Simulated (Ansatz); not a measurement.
CdI2 (CdI2 type)

```yaml
crystal:
  lattice:
    - [4.24233, 0.00000, 0.00000]
    - [-2.12117, 3.67397, 0.00000]
    - [0.00000, 0.00000, 6.82427]
  atoms:
    - { symbol: Cd, position: [0.00000, 0.00000, 0.00000] }
    - { symbol: I, position: [0.33333, 0.66667, 0.25349] }
    - { symbol: I, position: [0.66667, 0.33333, 0.74651] }
```

Two coordinates are scanned: the volume, and the ratio of the stretch along z (the conventional c axis) to the stretch across it. Atoms keep their fractional coordinates.

The numbers are results of PBE-D3(BJ) (plane waves to 420 eV, PAW, scalar-relativistic; Ansatz, an electronic-structure program), not measurements. k mesh 9×9×5 (Γ-centred), Fermi-Dirac smearing 0.05 eV. Compression counts positive. As the atoms are clamped, bonds stretch with the cell, which overstates energies and stresses. CdI2 was relaxed with its symmetry unable to fall. Spin-orbit coupling is left out, though I is heavy.

At one point of the scan the stress tensor (GPa) is:

```
  -1.55     0.00     0.00
   0.00    -1.55     0.00
   0.00     0.00    -0.60
```

Task: Which point is it?
(A) V/V₀ = 1.000, (c/a)/(c/a)₀ = 0.920
(B) V/V₀ = 1.080, (c/a)/(c/a)₀ = 1.000
(C) V/V₀ = 1.040, (c/a)/(c/a)₀ = 0.960
(D) V/V₀ = 1.040, (c/a)/(c/a)₀ = 1.040

Result: C, V/V₀ = 1.040, (c/a)/(c/a)₀ = 0.960

(Under strain, the slope of the energy per volume gives the stress and its curvature an elastic modulus.)
